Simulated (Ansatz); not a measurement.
YN in space group P6_3/mmc (No. 194; Y on 2d, N on 2c), LDA in the plane-wave PAW code Ansatz. The conduction-band minimum lies at K, with 2 equivalent valleys. Second derivatives d²E/dk² of the lowest band at one valley (eV·Å²), along Cartesian directions:

```json
[
 {"direction": "[100]", "d²E/dk²": "13.82"},
 {"direction": "[010]", "d²E/dk²": "13.82"},
 {"direction": "[001]", "d²E/dk²": "51.60"},
 {"direction": "[110]", "d²E/dk²": "13.82"},
 {"direction": "[101]", "d²E/dk²": "32.73"},
 {"direction": "[011]", "d²E/dk²": "32.73"}
]
```

Task: Find the principal effective masses, the density-of-states mass and the conductivity mass.

Result: Off-diagonal terms follow from H_xy = H[110] − (H_xx + H_yy)/2, and m*/mₑ = 7.620 eV·Å² over each eigenvalue: 0.15, 0.55, 0.55. One valley's DOS mass (m₁m₂m₃)^(1/3) = 0.36, conductivity mass 3/(Σ 1/mᵢ) = 0.29 mₑ.

Task: What effective density of states Nc follows at 300 K for parabolic valleys?

Result: Nc = 2.509e19 × 2 × (0.36)^(3/2) ≈ 1.1e19 cm⁻³.

The workflow started from a Materials Project entry (that database holds measured and hypothetical structures alike); the Crystallography Open Database copy checked does not list it. COD files the formula under space group No. 225. Its standing as an ambient phase is unchecked. Symmetry was held in the LDA relaxation; its stability against distortions is not shown here. No spin polarisation was allowed. Scalar-relativistic: spin–orbit coupling is off unless named, which matters more the heavier the elements.

Potentials: the later of the program's two PAW sets.

Edges and masses are those of Kohn–Sham bands, whose gap is no quasiparticle gap.
